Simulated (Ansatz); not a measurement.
InSb:
```
InSb
1.0
    0.00000     2.98971     2.98971
    2.98971     0.00000     2.98971
    2.98971     2.98971     0.00000
In Sb
1 1
Cartesian
  0.00000   0.00000   0.00000
  2.98971   2.98971   2.98971
```

Relaxed with LDA.

Task: Which orbitals make up the states near the Fermi level in the program Ansatz at the LDA level (PAW)?

Result: Within 0.5 eV of the Fermi level: Sb 5p 65 %, In 5p 20 %, In 5s 10 %. Projections are on Löwdin-orthogonalised atomic valence shells; empty p or d shells of many metals are not among them.

Task: Tabulate the density of states.

Result: States/eV per cell of 2 atoms, in 0.25 eV bins, energy from the Fermi level.

```tsv
E (eV)	total	Sb 5p	In 5p	In 5s
-7.85	0.00	0.00	0.00	0.00
-7.60	0.00	0.00	0.00	0.00
-7.35	0.00	0.00	0.00	0.00
-7.10	0.00	0.00	0.00	0.00
-6.85	0.02	0.01	0.00	0.01
-6.60	0.29	0.14	0.01	0.13
-6.35	0.48	0.23	0.02	0.22
-6.10	0.68	0.30	0.03	0.31
-5.85	1.02	0.43	0.05	0.48
-5.60	1.04	0.42	0.05	0.49
-5.35	0.93	0.36	0.06	0.43
-5.10	0.74	0.28	0.05	0.30
-4.85	0.75	0.30	0.11	0.24
-4.60	0.54	0.22	0.07	0.14
-4.35	0.53	0.22	0.09	0.14
-4.10	0.62	0.27	0.14	0.14
-3.85	0.67	0.30	0.18	0.13
-3.60	0.74	0.35	0.21	0.12
-3.35	0.75	0.37	0.23	0.10
-3.10	0.80	0.41	0.25	0.09
-2.85	0.88	0.47	0.28	0.08
-2.60	0.97	0.53	0.31	0.07
-2.35	1.19	0.69	0.38	0.07
-2.10	1.24	0.73	0.39	0.07
-1.85	1.20	0.72	0.37	0.07
-1.60	1.18	0.71	0.35	0.07
-1.35	1.16	0.71	0.33	0.07
-1.10	1.15	0.71	0.31	0.08
-0.85	1.14	0.71	0.29	0.08
-0.60	1.14	0.72	0.28	0.09
-0.35	1.14	0.73	0.26	0.10
-0.10	1.17	0.76	0.24	0.10
0.15	1.18	0.79	0.22	0.11
0.40	0.93	0.59	0.17	0.12
0.65	0.54	0.21	0.16	0.14
0.90	0.56	0.19	0.18	0.15
1.15	0.64	0.22	0.20	0.17
1.40	0.78	0.29	0.23	0.20
1.65	1.15	0.47	0.30	0.30
1.90	0.88	0.34	0.25	0.23
2.15	0.51	0.13	0.19	0.12
2.40	0.51	0.15	0.15	0.11
2.65	0.48	0.06	0.31	0.03
2.90	0.76	0.07	0.55	0.02
3.15	1.11	0.12	0.77	0.03
3.40	1.23	0.16	0.72	0.04
3.65	1.28	0.19	0.66	0.05
3.90	1.26	0.21	0.56	0.06
4.15	1.33	0.24	0.52	0.07
4.40	1.54	0.27	0.53	0.07
4.65	1.23	0.25	0.45	0.07
```

Space group Fm-3m (rock salt). The first step of the workflow began from a Materials Project structure, measured or hypothetical; the Crystallography Open Database copy checked does not list it. It is not the phase usual at ambient conditions (space group No. 216). The LDA relaxation kept the symmetry of its start; whether a distortion lowers the energy is not shown. Scalar-relativistic: spin–orbit coupling is off unless named, which matters more the heavier the elements.

Potentials: the later of the program's two PAW sets.
